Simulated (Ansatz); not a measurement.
Method: DFT PBE, scalar-relativistic, plane waves, PAW in Ansatz 0.2.0. The final run on the 6-atom cell used 420 eV, a Γ-centred 8×8×8 mesh, 0.02 eV smearing and no spin polarisation.

The zero of energy is the elements' standard structures at the same level; no fitted shifts are applied.

Question: Give a relaxed trial structure of a tetragonal semiconductor with formula Be₂ZnSe₃, with a gap near 2.7 eV, a formation energy near −0.74 eV/atom and about 19 Å³ per atom, in a cell of 6 atoms.

Answer: Be₂ZnSe₃, space group I-4m2 (No. 119). Be has 4 Se at 2.26–2.27 Å; Zn is surrounded by 4 Se at 2.44 Å; around Se on a site of symmetry 2mm lie 2 Be at 2.26 Å and 2 Zn at 2.44 Å; around Se on a site of symmetry -4m2 lie 4 Be at 2.27 Å.

Space group I-4m2 (No. 119). a = 3.774 Å, b = 3.774 Å, c = 16.257 Å, α = 90.00°, β = 90.00°, γ = 90.00°
```csv
atom,site,symmetry,x,y,z
Be,4e,2mm.,0.5000,0.5000,0.3280
Zn,2b,-4m2,0.5000,0.5000,0.0000
Se,4f,2mm.,0.5000,0.0000,0.4045
Se,2c,-4m2,0.0000,0.5000,0.2500
```

| Quantity | Value |
| --- | --- |
| Volume per atom | 19.30 Å³ |
| Density | 4.59 g/cm³ |
| Energy over the elements | −0.742 eV/atom |
| Gap on the 8×8×8 mesh of the 6-atom cell | 2.65 eV |

The structure comes from a generated guess, relaxed at this level; another structure or a mixture of phases may lie lower. Other answers may fit too; this one was computed.

Kohn–Sham gaps at this level usually fall short of measured ones. The reference form of Se is held partly by dispersion forces, which this level lacks. A later test with randomly moved atoms came back to the same energy, though modes that don't fit the test's cell weren't probed.
